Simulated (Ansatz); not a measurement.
# Stress against strain in SnSe

```yaml
crystal:
  lattice:
    - [0.00000, 3.01000, 3.01000]
    - [3.01000, 0.00000, 3.01000]
    - [3.01000, 3.01000, 0.00000]
  atoms:
    - { symbol: Sn, position: [0.00000, 0.00000, 0.00000] }
    - { symbol: Se, position: [0.50000, 0.50000, 0.50000] }
```

Atoms are numbered in the order listed.

The geometry is COD entry 9008725, unchecked; take it as a test cell.

No spin–orbit coupling, which matters for the heavy atoms here.

These are results of DFT, LDA, all-electron LAPW, scalar-relativistic (Ansatz 0.2.0), not measurements.

Sampling and basis: a Γ-centred 9×9×9 k mesh, Fermi–Dirac smearing of 0.02 eV, basis error target 0.25 meV/atom, no spin polarisation.

The strain is applied along the Cartesian axes of the cell as listed (γ is the engineering shear, twice εxy = εyz = εzx). Fractional coordinates are held (clamped ions).

σ is the change of stress from the unstrained cell, which is at -3.25 GPa; tension is positive, so slopes are stress–strain coefficients at that pressure.

Only quantities that a quadratic follows smoothly over the whole series are listed; rougher ones are left out.

```tsv
γ	σxy (GPa)
-0.0300	-0.58
-0.0200	-0.39
-0.0100	-0.20
0.0000	0.00
0.0100	0.21
0.0300	0.64
```

Task: Fit the series and read off the stiffness at zero strain.

Result: Least-squares fits y = p0 + p1 x + p2 x² to the rows give σxy (GPa): p1 = 20.3, p2 = 32. So C44 (clamped ions) = 20 GPa.

Task: One run, at γ = 0.0200, is withheld. Predict its row.

Result: The fits give 0.42; the run gave 0.42.
